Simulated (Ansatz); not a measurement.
The start is a relaxed NaCl cell deformed by the Cartesian strain tensor (xx, yy, zz, yz, xz, xy) = (-0.009, -0.016, 0.066, 0.016, -0.113, -0.023). Cell shape, volume and atoms are optimised at zero target pressure with r2SCAN (plane waves to 500 eV, PAW, scalar-relativistic; Ansatz, a program for electronic structure). The first steps use a coarse 7×8×7 k-mesh.

The start:
```
CELL_PARAMETERS angstrom
     -0.37992     2.80386     3.03378
      2.46179    -0.01823     2.67208
      2.71554     2.69591    -0.27197
ATOMIC_POSITIONS crystal
  Cl 0.00000 0.00000 0.00000
  Na 0.50000 0.50000 0.50000
```

Question: By how much does the energy per atom fall from start to end?

Answer: 58 meV/atom.

Question: How does the volume change?

Answer: -2.6 %, from 22.62 to 22.04 Å³/atom.

Question: Is the parent structure recovered?

Answer: It returns to the parent structure, Fm-3m (No. 225).

Question: How do the shortest distances between atoms change?

Answer: The closest pairs of elements (up to four, under 3.6 Å), start → end: Cl–Na 2.76 → 2.80 Å.

Question: Is the relaxed structure metallic? Give its gap.

Answer: 5.97 eV, direct at Γ (no spin-orbit coupling).

Final structure:

```cif
data_Cl4Na4
_chemical_formula_sum 'Cl4 Na4'
_space_group_name_H-M_alt 'Fm-3m'
_space_group_IT_number 225
_space_group_name_Hall '-F 4 2 3'
_cell_length_a 5.60776
_cell_length_b 5.60776
_cell_length_c 5.60776
_cell_angle_alpha 90.000
_cell_angle_beta 90.000
_cell_angle_gamma 90.000
loop_
_atom_site_label
_atom_site_type_symbol
_atom_site_symmetry_multiplicity
_atom_site_Wyckoff_symbol
_atom_site_fract_x
_atom_site_fract_y
_atom_site_fract_z
_atom_site_occupancy
Cl1 Cl 4 a 0.00000 0.00000 0.00000 1
Na1 Na 4 b 0.50000 0.50000 0.50000 1
```
(The calculation used a cell of 2 atoms; values per cell refer to that cell.)

Final values are on a 10×10×10 k-mesh of the relaxed cell. No spin polarisation in the result.

The run could not lose the symmetry of its start.

All atoms sit on sites fixed by symmetry, so only the cell could relax.
